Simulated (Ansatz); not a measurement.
SrAs$_{2}$O$_{6}$ in space group P-31m (No. 162; Sr on 1a, As on 2d, O on 6k), r²SCAN (plane waves, PAW; program Ansatz). The conduction-band minimum lies at Γ, with 1 equivalent valley. Second derivatives d²E/dk² of the lowest band at one valley (eV·Å²), along Cartesian directions:

| direction | d²E/dk² |
|---|---|
| [100] | 18.58 |
| [010] | 18.57 |
| [001] | 12.70 |
| [110] | 18.57 |
| [101] | 15.64 |
| [011] | 15.64 |

Q: Find the principal effective masses, the density-of-states mass and the conductivity mass.

A: Off-diagonal terms follow from H_xy = H[110] − (H_xx + H_yy)/2, and m*/mₑ = 7.620 eV·Å² over each eigenvalue: 0.41, 0.41, 0.60. One valley's DOS mass (m₁m₂m₃)^(1/3) = 0.47, conductivity mass 3/(Σ 1/mᵢ) = 0.46 mₑ.

Q: What effective density of states Nc follows at 300 K for parabolic valleys?

A: Nc = 2.509e19 × 1 × (0.47)^(3/2) ≈ 8.1e18 cm⁻³.

The first step of the workflow began from a Materials Project structure, measured or hypothetical; the Crystallography Open Database copy checked does not list it. Whether it is the stable phase at ambient conditions was not checked. Symmetry was held in the r²SCAN relaxation; whether a distortion lowers the energy is not shown. Spin–orbit coupling is left out wherever it is not named.

Potentials: the later of the program's two PAW sets.

Edges and masses are those of Kohn–Sham bands, whose gap is no quasiparticle gap.
